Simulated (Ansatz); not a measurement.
# Property card for MgO

MgO:
```yaml
crystal:
  lattice:
    - [3.45109, 0.00000, 0.00000]
    - [-1.72555, 2.98874, 0.00000]
    - [0.00000, 0.00000, 4.13767]
  atoms:
    - { symbol: Mg, position: [0.66667, 0.33333, 0.75000] }
    - { symbol: Mg, position: [0.33333, 0.66667, 0.25000] }
    - { symbol: O, position: [0.66667, 0.33333, 0.25000] }
    - { symbol: O, position: [0.33333, 0.66667, 0.75000] }
```

Space group P6_3/mmc (No. 194); conventional cell a = 3.4511 Å, b = 3.4511 Å, c = 4.1377 Å, α = 90.00°, β = 90.00°, γ = 120.00°.

Method: plane-wave PAW LDA (Ansatz code). The cell and atoms are relaxed at this level. Other levels are named where they apply.

### Cell and energy

```
Quantity                                                       Value
-----------------------------------------------------  -------------
Volume per atom                                             10.67 Å³
Density                                                   3.14 g/cm³
Formation energy from the elements (no fitted shifts)  -2.83 eV/atom
```

### Electronic structure

```
Item                                                      Value
-----------------------  --------------------------------------
Band gap                                       3.49 eV (direct)
Valence-band maximum                                       at Γ
Conduction-band minimum                                    at Γ
Electron effective mass  0.35, 0.35, 0.39 mₑ (principal values)
Hole effective mass        0.40, 2.0, 2.0 mₑ (principal values)
```

### Mechanics

```
Quantity                                                                                       Value
--------------------------------------------  ------------------------------------------------------
Bulk modulus (Birch–Murnaghan fit)                                                           142 GPa
Pressure derivative B′                                                                           4.1
Elastic constants (relaxed ions, GPa)         C11 = 197, C12 = 138, C13 = 79.8, C33 = 289, C44 = 119
Mechanical stability                                          stable (all eigenvalues of C positive)
Hill bulk and shear moduli                                                          142 and 66.1 GPa
Young's modulus                                                                              172 GPa
Poisson's ratio                                                                                 0.30
Debye temperature from the elastic constants                                                   694 K
```

### Dielectric response

```
Quantity                                                                     Result
--------------------------------------------------------  -------------------------
Electronic dielectric constant ε∞ (DFPT)                  3.00 (xx = yy), 3.02 (zz)
Static dielectric constant ε0 (ions relaxed, cell fixed)  5.85 (xx = yy), 9.12 (zz)
Born charges (a third of the trace)                             Mg +1.84, O -1.84 e
```

### Phonons

```
Property                                                                  Result
--------------------------------------------------  ----------------------------
Highest zone-centre frequency (without LO–TO term)                      552 cm⁻¹
Zone-centre stability                                     no imaginary mode at Γ
Dynamical stability on the path                     stable (no imaginary branch)
Zero-point energy                                                  76.1 meV/atom
Vibrational entropy at 300 K                             13.8 J/(K·mol of atoms)
```

The first step of the workflow began from a Materials Project structure, measured or hypothetical; the Crystallography Open Database copy checked does not list it. It is not the phase usual at ambient conditions (space group No. 225). Symmetry was held in the LDA relaxation. The references are the lowest solids computed at this level, not always the standard phases (solids in place of the gases).

Potentials: the later of the program's two PAW sets.
